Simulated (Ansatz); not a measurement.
## Every step of a relaxation of hcp La (10-10), 4 layers

DFT, PBE, PAW with Ansatz's default frozen-core files, scalar-relativistic (Ansatz 0.2.0); a Γ-centred 11×7×1 k mesh, Fermi–Dirac smearing of 0.1 eV, no spin polarisation. The run relaxes the atoms in the fixed cell.

Command: `ansatz run input.yaml --threads 2 --pin off --max-ram 4096MiB --backend cpu --events-out ev --progress --plain --runs-dir out` It took 2 min on 2 threads of Arm Neoverse V2, on a shared host, peak memory 0.76 GiB.

```yaml
crystal:
  lattice:
    - [3.7797227908, 0.0, 0.0]
    - [0.0, 6.1030882614, 0.0]
    - [0.0, 0.0, 20.3644]
  atoms:
    - { symbol: La, position: [0.0, 0.75, 0.3928412343] }
    - { symbol: La, position: [0.5, 0.25, 0.446420617] }
    - { symbol: La, position: [0.5, 0.75, 0.553579383] }
    - { symbol: La, position: [0.0, 0.25, 0.6071587657] }
kpoints:
  mp_grid: { grid: [11, 7, 1] }
scf:
  occupations: { method: fermi_dirac, width: 0.1 }
hamiltonian:
  xc: pbe
  pseudopotentials: { kind: paw }
output:
  forces: true
  stress: true
  eigenvalues: true
relax:
  f_tol: 0.01
  max_steps: 40
efield:
  axis: 3
  amplitude: 0
  dipole_correction: true
```

Each step lists its free energy a cell above the last geometry, and Cartesian positions (Å) with forces (eV/Å).

The first step:

```
step 1  dF = 52.99 meV
  La 0.0000 4.5773 8.0000   0.0000 0.0000 0.2658
  La 1.8899 1.5258 9.0911   0.0000 0.0000 0.2398
  La 1.8899 4.5773 11.2733   0.0000 0.0000 -0.2398
  La 0.0000 1.5258 12.3644   0.0000 0.0000 -0.2658
```

Spin–orbit coupling is left out, which matters for the heavy atoms.

Question: Where does the relaxation end, and by which steps?

Answer: After 5 geometries, with a shortest distance of 3.609 Å. The further steps:
```
step 2  dF = 3.15 meV
  La 0.0000 4.5773 8.1057   0.0000 0.0000 0.0668
  La 1.8899 1.5258 9.1382   0.0000 0.0000 0.0516
  La 1.8899 4.5773 11.2262   0.0000 0.0000 -0.0516
  La 0.0000 1.5258 12.2587   0.0000 0.0000 -0.0668
step 3  dF = 0.25 meV
  La 0.0000 4.5773 8.1424   0.0000 0.0000 0.0007
  La 1.8899 1.5258 9.1487   0.0000 0.0000 -0.0140
  La 1.8899 4.5773 11.2157   0.0000 0.0000 0.0140
  La 0.0000 1.5258 12.2220   0.0000 0.0000 -0.0007
step 4  dF = 0.11 meV
  La 0.0000 4.5773 8.1464   0.0000 0.0000 0.0024
  La 1.8899 1.5258 9.1428   0.0000 0.0000 -0.0075
  La 1.8899 4.5773 11.2216   0.0000 0.0000 0.0075
  La 0.0000 1.5258 12.2180   0.0000 0.0000 -0.0024
step 5  dF = 0.00 meV
  La 0.0000 4.5773 8.1576   0.0000 0.0000 0.0007
  La 1.8899 1.5258 9.1316   0.0000 0.0000 0.0006
  La 1.8899 4.5773 11.2328   0.0000 0.0000 -0.0006
  La 0.0000 1.5258 12.2068   0.0000 0.0000 -0.0007
```
